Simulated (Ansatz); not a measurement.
Space group Pm-3m (No. 221). a = 3.783 Å, b = 3.783 Å, c = 3.783 Å, α = 90.00°, β = 90.00°, γ = 90.00°
```json
{"atom": "Mg", "site": "1a", "symmetry": "m-3m", "x": "0.0000", "y": "0.0000", "z": "0.0000"}
{"atom": "Ni", "site": "3c", "symmetry": "4/mm.m", "x": "0.0000", "y": "0.5000", "z": "0.5000"}
{"atom": "C", "site": "1b", "symmetry": "m-3m", "x": "0.5000", "y": "0.5000", "z": "0.5000"}
```

Equation of state of this MgNi₃C structure (not necessarily the ground state), with shape and atoms relaxed at each volume where symmetry leaves them free. It has no gap at any of these volumes. Computed with DFT r2SCAN, scalar-relativistic, plane waves, PAW (Ansatz 0.2.0).

Settings: cutoff 500 eV, Γ-centred mesh 10×10×10 on the computed 5-atom cell, Gaussian smearing of 0.10 eV; collinear spin.

```tsv
V (Å³/atom)	E − E(largest V) (meV/atom)	P (GPa)
9.531	60.95	31.82
9.856	6.92	21.80
10.181	-28.38	13.30
10.506	-47.80	6.10
10.830	-53.73	-0.02
11.155	-48.21	-5.21
11.480	-32.96	-9.63
11.913	0.00	-14.50
```

Question: Fit a third-order Birch–Murnaghan equation to E(V).

Answer: V0 = 10.83 Å³/atom, B0 = 188 GPa, B0' = 4.4.

The state reached may not be the lowest one.

Cost: 8 runs of about 23 core-minutes in all, on Intel Xeon Processor @ 2.50GHz (Skylake/Cascade Lake) (shared hosts).